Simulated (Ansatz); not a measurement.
Si3N4 (space group I-43d)

```cif
data_N16Si12
_chemical_formula_sum 'N16 Si12'
_space_group_name_H-M_alt 'I-43d'
_space_group_IT_number 220
_space_group_name_Hall 'I -4bd 2c 3'
_cell_length_a 6.45475
_cell_length_b 6.45475
_cell_length_c 6.45475
_cell_angle_alpha 90.000
_cell_angle_beta 90.000
_cell_angle_gamma 90.000
loop_
_atom_site_label
_atom_site_type_symbol
_atom_site_symmetry_multiplicity
_atom_site_Wyckoff_symbol
_atom_site_fract_x
_atom_site_fract_y
_atom_site_fract_z
_atom_site_occupancy
N1 N 16 c 0.03074 0.03074 0.03074 1
Si1 Si 12 b 0.12500 0.50000 0.25000 1
```
(The calculation used a cell of 14 atoms; values per cell refer to that cell.)

The volume is varied about the relaxed value V₀ at fixed cell shape. The atoms relax within the cell's symmetry.

Method: PBEsol (plane waves to 420 eV, PAW, scalar-relativistic; Ansatz, a quantum-chemistry and plane-wave program). k mesh 6×6×6 (Γ-centred), Fermi-Dirac smearing 0.05 eV. E stands for the smeared free energy. Stress and pressure are positive under compression. Si3N4 was relaxed with its symmetry unable to fall. This is one of several known forms of Si3N4; the measured ambient cells at hand have space group No. 159 or 176. The zero of ΔE is the relaxed starting cell.

```json
[
 {"V (Å³/cell)": "121.02", "ΔE (meV/atom)": "90.5", "P (GPa)": "32.3"},
 {"V (Å³/cell)": "123.71", "ΔE (meV/atom)": "56.3", "P (GPa)": "24.8"},
 {"V (Å³/cell)": "126.40", "ΔE (meV/atom)": "30.7", "P (GPa)": "17.9"},
 {"V (Å³/cell)": "129.09", "ΔE (meV/atom)": "13.3", "P (GPa)": "11.4"},
 {"V (Å³/cell)": "131.78", "ΔE (meV/atom)": "3.2", "P (GPa)": "5.4"},
 {"V (Å³/cell)": "134.46", "ΔE (meV/atom)": "0.0", "P (GPa)": "0.0"},
 {"V (Å³/cell)": "137.15", "ΔE (meV/atom)": "3.0", "P (GPa)": "-5.0"},
 {"V (Å³/cell)": "139.84", "ΔE (meV/atom)": "11.7", "P (GPa)": "-9.5"},
 {"V (Å³/cell)": "142.53", "ΔE (meV/atom)": "25.7", "P (GPa)": "-13.6"},
 {"V (Å³/cell)": "145.22", "ΔE (meV/atom)": "44.3", "P (GPa)": "-17.4"},
 {"V (Å³/cell)": "147.91", "ΔE (meV/atom)": "67.2", "P (GPa)": "-20.8"}
]
```

Derived quantities:

```
Property                                                   Value
-------------------------------------------------  -------------
Pressure at the smallest volume                         32.3 GPa
Energy cost of the largest compression             90.5 meV/atom
Energy cost of the largest expansion               67.2 meV/atom
Bulk modulus B₀ (third-order Birch-Murnaghan fit)        259 GPa
Pressure derivative B₀′ (fit)                                3.4
Equilibrium volume of the fit                       9.61 Å³/atom
Pressure for 5 % compression (fit)                      14.5 GPa
```

The 11 points together took about 3 core-minutes (a rough figure).

(A scan under strain: stresses follow from slopes of the energy per volume, elastic moduli from its curvatures.)
